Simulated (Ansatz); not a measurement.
LaS (Fm-3m) as a metal

```
CELL_PARAMETERS angstrom
0.00000 2.90294 2.90294
2.90294 0.00000 2.90294
2.90294 2.90294 0.00000
ATOMIC_POSITIONS crystal
La 0.00000 0.00000 0.00000
S 0.50000 0.50000 0.50000
```

The conventional cell has a = 5.806 Å, b = 5.806 Å, c = 5.806 Å, α = 90.00°, β = 90.00°, γ = 90.00°. Around La (atom 1) lie 6 S at 2.90 Å. Around S (atom 2) lie 6 La at 2.90 Å.

Level of theory, where no other is named: PBEsol, all-electron LAPW in Ansatz 0.2.0, scalar-relativistic. k mesh 10×10×10, fine mesh 16×16×16, Fermi-Dirac smearing of 0.050 eV, basis error target 1 meV/atom. The cell was relaxed by PAW under this functional. The structure is one entry of a database and needn't be the stable phase.

Levels and slopes are solved on a 16×16×16 mesh, and each state is taken as quadratic over its cell.

Problem. What is the density of states at the Fermi level, and which bare Sommerfeld coefficient follows?

Solution. N(E_F) = 0.585 states/eV/atom (both spins), so γ = (π²/3) k_B² N(E_F) = 1.38 mJ/(mol-atom K²) without electron-phonon or spin-fluctuation enhancement.

Problem. What Drude plasma energy and σ/τ do the band velocities give?

Solution. (ħω_p,α)² = (e²/ε₀VN_k) Σ_nkσ (∂E/∂k_α)² δ(E − E_F) gives ħω_p = (5.93, 5.93, 5.93) eV along x, y, z, and σ/τ = ε₀ω_p² = 7.18×10²⁰ Ω⁻¹m⁻¹s⁻¹ along x. Weighted by the density of states, the mean Fermi speed is 0.688×10⁶ m/s; the surface has an area of 13.4 Å⁻² for each spin direction.

Problem. Which bands cross the Fermi level, and what do they carry?

Solution. 

```json
{"band": "1", "filled part": "0.50", "N (states/eV/cell)": "1.17", "speed (10⁶ m/s)": "0.688", "5th to 95th percentile": "0.12 to 1.02", "area (Å⁻²)": "13.4", "filling": "partly filled"}
```

Problem. Map the plane k₃ = 1/2 of the mesh: how many bands lie under the Fermi level at each point, counted from the least on the plane?

Solution. k₁ runs to the right and k₂ upwards, each from −½ to ½ with 0 in the middle (the axes needn't be at right angles):
```
0000111111111000
0000111111110000
0000011111110000
1110001111000001
1111000000000111
1111100000000111
1111100000001111
1111100000001111
1111100000001111
1111000000001111
1111000000000111
1100000111100011
0000011111110000
0000011111111000
0000111111111000
0000111111111000
```

Problem. On PAW files the program sums the optical response inside the mesh cells, interband lines and its own Drude term. Where does ε₁ rise through zero (a sharp plasmon if ε₂ is small there), and how much light is reflected?

Solution. 

| Quantity | Value |
| --- | --- |
| Fine mesh | 16, 16, 16 |
| Window top | 20 eV |
| Line width | 0.1 eV |
| Drude damping | 0.03 eV |
| ε₁ rises through zero at x | 2.17, 11.51, 13.73, 14.47 eV |
| ε₂ there x | 2.11, 1.07, 1.28, 0.99 |
| Plasma energy (x, y, z) | 5.807, 5.807, 5.807 eV |
| Reflectivity at 1 eV, x-polarised | 0.9467 |
| Reflectivity at 2 eV, x-polarised | 0.4795 |
| Reflectivity at 3 eV, x-polarised | 0.141 |

The plasma energy here is the program's own sum at the run's smearing; it differs from the value above by up to 2 %, through mesh and smearing.

Problem. What does PAW give for the same cell?

Solution. N(E_F) = 0.585 states/eV/atom and ħω_p,x = 5.92 eV.

Known limits: these sums move with the mesh, by several per cent and more for small sheets; frozen-core PAW files fitted under PBE, their cores solved anew for the functional of the run.
